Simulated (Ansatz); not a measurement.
Ansatz (a program for electronic structure) input:

Ansatz 0.2 input:
```yaml
crystal:
  lattice:
    - [2.929635452, 0.0, 0.0]
    - [-1.464817726, 2.5371387253, 0.0]
    - [0.0, 0.0, 4.6333354285]
  atoms:
    - { symbol: Ti, position: [0.3333333333, 0.6666666667, 0.75] }
    - { symbol: Ti, position: [0.6666666667, 0.3333333333, 0.25] }
kpoints:
  mp_grid: { grid: [34, 34, 19] }
hamiltonian:
  xc: r2scan
  dispersion: d4
  pseudopotentials: { kind: paw }
scf:
  occupations: { method: fermi_dirac, width: 0.1 }
elastic: { mode: relaxed_ion, stencil: two_point, amplitude: 0.005, f_tol: 0.0005 }
```

Output (shortened):

```
Pseudopotentials: kind: paw
Pseudopotential: Ti, paw, valence charge 12
Functional definition: r2SCAN
Crystal: 2 atoms, lattice volume = 34.439 Å³
Basis set: ecut = 500 eV, 881 PW (Γ), exchange–correlation on 96×96×144 points (64 copies of the dense FFT grid, shifted against one another)
Bands: 16, of which v1, the nominal top of the filled ones, is band 12 counted from 1 (11 counted from 0)
Symmetry: 24 space group operations
Space group: P63/mmc (ITA 194), of the structure as read, at distance tolerance 3.3e-5 Å
k-points: 1140 of 21964
PAW frozen core: Ti, regenerated for the run's functional
Initial wavefunctions: pseudopotential atomic-orbital guess
Eigensolver: davidson
Functional: x = r2scan, c = r2scan; τ floored in thin density (d = 2e-4 eV/Å³)
all-band conjugate gradients solve this SCF's bands
SCF 1 converged in 9 iterations: F = -5008.905348 eV  dr2 = 8.09e-14
Crystal: 2 atoms, lattice volume = 34.439 Å³
Initial density: handed on by an earlier stage of this run
Initial wavefunctions: those handed on with the density
SCF 2 converged in 2 iterations: F = -5008.905348 eV  dr2 = 1.92e-14
Crystal: 2 atoms, lattice volume = 34.267 Å³
Basis set: ecut = 500 eV, 865 PW (Γ), exchange–correlation on 96×96×144 points (64 copies of the dense FFT grid, shifted against one another)
Symmetry: 8 space group operations
k-points: 3070 of 21964
Initial wavefunctions: pseudopotential atomic-orbital guess (no wavefunctions were taken with the density)
SCF 3 converged in 10 iterations: F = -5008.904601 eV  dr2 = 6.70e-15
relax step   1: F+E_penalty+E_count = -5008.90460115 eV  Δ(F+E_penalty+E_count) = +0.000e0 eV  max|allowed force component| = 1.735e-2 eV/Å  Δτ_max = 0.0000 Å  (10 SCF iters, accepted)
density extrapolation: transplant  |δρ|_rms = 3.422e-2 e/Å³  SAD shift = 1.940e-2 e/Å³
Crystal: 2 atoms, lattice volume = 34.267 Å³
SCF 4 converged in 9 iterations: F = -5008.904688 eV  dr2 = 1.93e-15
relax step   2: F+E_penalty+E_count = -5008.90468776 eV  Δ(F+E_penalty+E_count) = -8.662e-5 eV  max|allowed force component| = 3.600e-3 eV/Å  Δτ_max = 0.0063 Å  (9 SCF iters, accepted)
density extrapolation: transplant  |δρ|_rms = 3.422e-2 e/Å³  SAD shift = 3.334e-3 e/Å³
Crystal: 2 atoms, lattice volume = 34.267 Å³
SCF 5 converged in 8 iterations: F = -5008.904692 eV  dr2 = 1.31e-14
relax step   3: F+E_penalty+E_count = -5008.90469164 eV  Δ(F+E_penalty+E_count) = -3.876e-6 eV  max|allowed force component| = 1.070e-5 eV/Å  Δτ_max = 0.0011 Å  (8 SCF iters, accepted)
Crystal: 2 atoms, lattice volume = 34.267 Å³
SCF 6 converged in 2 iterations: F = -5008.904692 eV  dr2 = 3.28e-15
Crystal: 2 atoms, lattice volume = 34.611 Å³
SCF 7 converged in 10 iterations: F = -5008.904952 eV  dr2 = 6.55e-15
relax step   1: F+E_penalty+E_count = -5008.90495150 eV  Δ(F+E_penalty+E_count) = +0.000e0 eV  max|allowed force component| = 1.751e-2 eV/Å  Δτ_max = 0.0000 Å  (10 SCF iters, accepted)
density extrapolation: transplant  |δρ|_rms = 3.402e-2 e/Å³  SAD shift = 1.609e-2 e/Å³
Crystal: 2 atoms, lattice volume = 34.611 Å³
SCF 8 converged in 9 iterations: F = -5008.905040 eV  dr2 = 1.57e-15
relax step   2: F+E_penalty+E_count = -5008.90504039 eV  Δ(F+E_penalty+E_count) = -8.889e-5 eV  max|allowed force component| = 5.304e-4 eV/Å  Δτ_max = 0.0052 Å  (9 SCF iters, accepted)
density extrapolation: transplant  |δρ|_rms = 3.401e-2 e/Å³  SAD shift = 4.730e-4 e/Å³
Crystal: 2 atoms, lattice volume = 34.611 Å³
SCF 9 converged in 6 iterations: F = -5008.905040 eV  dr2 = 3.16e-14
relax step   3: F+E_penalty+E_count = -5008.90504048 eV  Δ(F+E_penalty+E_count) = -8.190e-8 eV  max|allowed force component| = 1.320e-6 eV/Å  Δτ_max = 0.0002 Å  (6 SCF iters, accepted)
Crystal: 2 atoms, lattice volume = 34.611 Å³
SCF 10 converged in 2 iterations: F = -5008.905040 eV  dr2 = 3.97e-15
density extrapolation: transplant  |δρ|_rms = 3.412e-2 e/Å³  SAD shift = 7.478e-3 e/Å³
Crystal: 2 atoms, lattice volume = 34.267 Å³
SCF 11 converged in 9 iterations: F = -5008.904738 eV  dr2 = 1.76e-14
density extrapolation: first-order (α = -2.000)  |δρ|_rms = 3.412e-2 e/Å³  SAD shift = 7.420e-3 e/Å³
Crystal: 2 atoms, lattice volume = 34.611 Å³
SCF 12 converged in 8 iterations: F = -5008.904892 eV  dr2 = 4.47e-14
Crystal: 2 atoms, lattice volume = 34.439 Å³
Symmetry: 4 space group operations
k-points: 5662 of 21964
SCF 13 converged in 10 iterations: F = -5008.905219 eV  dr2 = 6.05e-14
relax step   1: F+E_penalty+E_count = -5008.90521860 eV  Δ(F+E_penalty+E_count) = +0.000e0 eV  max|allowed force component| = 3.965e-5 eV/Å  Δτ_max = 0.0000 Å  (10 SCF iters, accepted)
Crystal: 2 atoms, lattice volume = 34.439 Å³
SCF 14 converged in 2 iterations: F = -5008.905219 eV  dr2 = 1.96e-14
Crystal: 2 atoms, lattice volume = 34.439 Å³
SCF 15 converged in 11 iterations: F = -5008.905219 eV  dr2 = 4.69e-14
relax step   1: F+E_penalty+E_count = -5008.90521860 eV  Δ(F+E_penalty+E_count) = +0.000e0 eV  max|allowed force component| = 3.969e-5 eV/Å  Δτ_max = 0.0000 Å  (11 SCF iters, accepted)
Crystal: 2 atoms, lattice volume = 34.439 Å³
SCF 16 converged in 2 iterations: F = -5008.905219 eV  dr2 = 1.64e-14
SCF converged after 2 iterations
Free energy (F): -5008.905348 eV
Harris-Foulkes:  -5008.905348 eV  (|F-HF|=9.09e-13)
Internal energy: -5008.840967 eV  (E = F + TS)
E sigma→0 (E₀):  -5008.873157 eV
Entropy (-TS):   -0.064381 eV (-32.191 meV/atom)
Fermi energy:    13.533285 eV
--- Per-component energies (eV) ---
  E_band       = -337.897666
  E_kinetic    = 545.177823
  E_local      = -1609.672153  (includes V_loc(G=0)·N_el)
  E_nonlocal   = 14.546344
  E_hartree    = 659.764159
  E_xc         = -185.796853
  E_vxc        = -265.566674  (∫ρ·V_xc dr)
  E_paw        = -2113.418752  (= ΣΔE_a)
  E_vpaw       = -360.169927  (= ΣTr[D̂ρ^β])
  E_aug_tail   = 0.000181  (compensation charges beyond the density's cutoff)
  E_vtau       = 18.258419  (kinetic-family band-sum trace: ∫τ·v_τ [+ j·A + Jᵃ·Aᵃ] dr)
  E_ewald      = -2318.798944
  E_disp       = -0.135859  (pairwise vdW)
  E_core_change = -0.506914  (= ΣΔE_core)
  E_smearing   = -0.064381  (= −TS)
  E_closure    = 0.000000  (closes the sum)
  Σ components = -5008.905348   (vs F -5008.905348, Δ=0.00e0)
--- Forces (eV/Å), atoms counted from 1 ---
  atom   1  Ti     0.00000000     0.00000000     0.00000000
  atom   2  Ti     0.00000000     0.00000000     0.00000000
  max |Σ_I F_I| component: 7.40e-17 eV/Å
--- Stress (GPa, compression-positive) ---
        0.157738       0.000000       0.000000
        0.000000       0.157738       0.000000
        0.000000       0.000000       0.068009
  P = ⅓ Tr σ = 0.1278 GPa (1.278 kbar)
  The stress holds the Pulay correction. Without it, at fixed plane waves, as pw.x and ABINIT print it: P = 0.0369 GPa
  The stress includes an estimate of the error left by incomplete SCF convergence (largest component  0.0000 GPa …
--- Band table (eV; the first three rows and the last of 1140) ---
  k-point 0: bands = ["-45.6868", "-45.5379", "-21.2427", "-20.5667", "-20.5667", "-20.4844", "-20.4608", "-20.4608", "6.8877", "10.6692", "14.1585", "14.4176", "14.4176", "14.5423", "14.9568", "14.9568"]
  k-point 1: bands = ["-45.6858", "-45.5389", "-21.2377", "-20.5660", "-20.5660", "-20.4898", "-20.4615", "-20.4615", "6.9126", "10.6562", "14.1173", "14.4050", "14.4050", "14.5277", "14.9427", "14.9427"]
  k-point 2: bands = ["-45.6828", "-45.5420", "-21.2230", "-20.5639", "-20.5639", "-20.5059", "-20.4637", "-20.4637", "6.9870", "10.6144", "14.0048", "14.3724", "14.3724", "14.4842", "14.9022", "14.9022"]
  k-point 1139: bands = ["-45.5258", "-45.5253", "-21.0513", "-21.0502", "-20.8613", "-20.8411", "-20.5907", "-20.5892", "12.1317", "12.1553", "12.4851", "12.5093", "13.2095", "13.2267", "15.3559", "15.4817"]
  band table: 16 of 16 bands, residual norms ≤ 1.0e-3 eV
--- Elastic constants: 3 strain directions × 2 members + reference (group order 24) ---
  dense FFT box of the reference and of every strained cell: 24×24×36
  strains applied: 11, 33, 23; error gains …
  pairwise dispersion correction: d4 (s6 = 1.0, s8 = 0.6018749, s9 = 1.0, a1 = 0.51559235, a2_bohr = 5.77342911), with the weights of each atom's references …
  C = ∂σ_k/∂η_j (tension-positive GPa; Voigt order 11 22 33 23 13 12):
       179.328     99.352     76.837      0.000      0.000      0.000
        99.352    179.328     76.837      0.000      0.000      0.000
        76.756     76.756    198.474      0.000      0.000      0.000
         0.000      0.000      0.000     48.052      0.000      0.000
         0.000      0.000      0.000      0.000     48.052      0.000
         0.000      0.000      0.000      0.000      0.000     39.988
  reference stress σ⁰ (GPa):     -0.158     -0.158     -0.068      0.000      0.000      0.000
  moduli (Voigt/Reuss/Hill, GPa): K = 118.11/118.11/118.11   G = 47.50/46.33/46.91   E = 124.29   ν = 0.325
  mechanically stable: yes (min eigenvalue of sym C = 39.99 GPa)
  strain η (Voigt 11):  stress-route row diagonal C_11 = 179.33 GPa, energy-path curvature d²(F+E_count+ΔE)/dδ²/Ω₀ = 179.33 GPa
         δ    σ_11 (GPa)             F (eV)   n_scf  n_hpsi   n_pw
    -5.000e-3      -1.0680       -5008.9046916       2  490567    891   relax 3 steps, max|allowed force component| 1.07e-5 eV/Å
     5.000e-3       0.7253       -5008.9050405       2  493264    907   relax 3 steps, max|allowed force component| 1.32e-6 eV/Å
  strain η (Voigt 33):  stress-route row diagonal C_33 = 198.47 GPa, energy-path curvature d²(F+E_count+ΔE)/dδ²/Ω₀ = 198.47 GPa
         δ    σ_33 (GPa)             F (eV)   n_scf  n_hpsi   n_pw
    -5.000e-3      -1.0707       -5008.9047378       9  431010    893   relax 0 steps, max|allowed force component| 3.89e-16 eV/Å
     5.000e-3       0.9141       -5008.9048919       8  376252    911   relax 0 steps, max|allowed force component| 4.44e-16 eV/Å
  strain η (Voigt 23):  stress-route row diagonal C_44 = 48.05 GPa, energy-path curvature d²(F+E_count+ΔE)/dδ²/Ω₀ = 48.12 GPa
         δ    σ_23 (GPa)             F (eV)   n_scf  n_hpsi   n_pw
    -5.000e-3      -0.2403       -5008.9052186       2  913750    898   relax 1 steps, max|allowed force component| 3.97e-5 eV/Å
     5.000e-3       0.2403       -5008.9052186       2  914063    898   relax 1 steps, max|allowed force component| 3.97e-5 eV/Å
```

Cost: roughly 40 core-minutes on shared cores.

Space group P6_3/mmc (hcp (Mg type)). The cell was relaxed with r²SCAN+D4 under the symmetry of its start. The run is not spin-polarised. The pairwise dispersion correction was not fitted to metals. As this level gives no gap, shear constants depend on the k-mesh and smearing (Fermi–Dirac, 0.1 eV here). Axis ratios of metals converge slowly with the k-mesh, so a and c are less sure than the volume.

Potentials: the later of the program's two PAW sets.

Ansatz is a plane-wave DFT program.
